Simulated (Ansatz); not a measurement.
# V: computed DOS

Space group Im-3m (No. 229). a = 3.026 Å, b = 3.026 Å, c = 3.026 Å, α = 90.00°, β = 90.00°, γ = 90.00°
```tsv
atom	site	symmetry	x	y	z
V	2a	m-3m	0.0000	0.0000	0.0000
```

The runs use the primitive cell with vectors (-1.513, 1.513, 1.513), (1.513, -1.513, 1.513), (1.513, 1.513, -1.513) Å, to which the k mesh refers.

The geometry is COD entry 7101267, unchecked; take it as a test cell.

Computed with Ansatz 0.2.0, DFT, PBEsol, all-electron LAPW, scalar-relativistic.

Sampling and basis: a Γ-centred 19×19×19 k mesh, Fermi–Dirac smearing of 0.03 eV, basis error target 1 meV/atom, spin-polarised from start moments V 1.5 μB (the moments died away, and the run ended non-magnetic).

States per eV and cell, averaged over 0.4 eV, from -5.8 to 4.0 eV, with energies (bin centres) from the Fermi level; empty bins are left out. The partial columns, the largest 2 alone, are projections on Löwdin-orthogonalised atomic shells (those that the program's projection atoms carry: the occupied ones and, for some elements, an empty d or f shell; other empty shells have no column), summed over atoms of an element. Weights on diffuse s and p shells depend on that basis and aren't pure angular character.

```json
{"E (eV)": "-5.7", "total": "0.07", "V 3d": "0.00", "V 4s": "0.06"}
{"E (eV)": "-5.3", "total": "0.09", "V 3d": "0.00", "V 4s": "0.08"}
{"E (eV)": "-4.9", "total": "0.12", "V 3d": "0.01", "V 4s": "0.10"}
{"E (eV)": "-4.5", "total": "0.15", "V 3d": "0.01", "V 4s": "0.13"}
{"E (eV)": "-4.1", "total": "0.18", "V 3d": "0.02", "V 4s": "0.15"}
{"E (eV)": "-3.7", "total": "0.24", "V 3d": "0.05", "V 4s": "0.18"}
{"E (eV)": "-3.3", "total": "0.38", "V 3d": "0.14", "V 4s": "0.23"}
{"E (eV)": "-2.9", "total": "0.84", "V 3d": "0.54", "V 4s": "0.29"}
{"E (eV)": "-2.5", "total": "1.15", "V 3d": "0.88", "V 4s": "0.25"}
{"E (eV)": "-2.1", "total": "1.42", "V 3d": "1.20", "V 4s": "0.19"}
{"E (eV)": "-1.7", "total": "0.80", "V 3d": "0.72", "V 4s": "0.05"}
{"E (eV)": "-1.3", "total": "1.13", "V 3d": "1.07", "V 4s": "0.01"}
{"E (eV)": "-0.9", "total": "2.23", "V 3d": "2.13", "V 4s": "0.03"}
{"E (eV)": "-0.5", "total": "1.90", "V 3d": "1.72", "V 4s": "0.09"}
{"E (eV)": "-0.1", "total": "2.19", "V 3d": "1.90", "V 4s": "0.17"}
{"E (eV)": "0.3", "total": "1.18", "V 3d": "1.03", "V 4s": "0.07"}
{"E (eV)": "0.7", "total": "0.49", "V 3d": "0.39", "V 4s": "0.03"}
{"E (eV)": "1.1", "total": "0.57", "V 3d": "0.51", "V 4s": "0.01"}
{"E (eV)": "1.5", "total": "1.07", "V 3d": "1.04", "V 4s": "0.01"}
{"E (eV)": "1.9", "total": "1.88", "V 3d": "1.86", "V 4s": "0.01"}
{"E (eV)": "2.3", "total": "2.47", "V 3d": "2.45", "V 4s": "0.01"}
{"E (eV)": "2.7", "total": "3.20", "V 3d": "3.14", "V 4s": "0.04"}
{"E (eV)": "3.1", "total": "1.52", "V 3d": "1.41", "V 4s": "0.08"}
{"E (eV)": "3.5", "total": "1.13", "V 3d": "1.02", "V 4s": "0.08"}
{"E (eV)": "3.9", "total": "0.52", "V 3d": "0.40", "V 4s": "0.09"}
```

Q: Which of the resolved shells contributes most within 0.3 eV of the Fermi level?

A: V 3d, with 87 % of all states there; V 4s follows with 7 %.

Q: Where is the centre of the filled V 3d states between -14 eV and the top of the filled states?

A: -1.22 eV from the Fermi level.
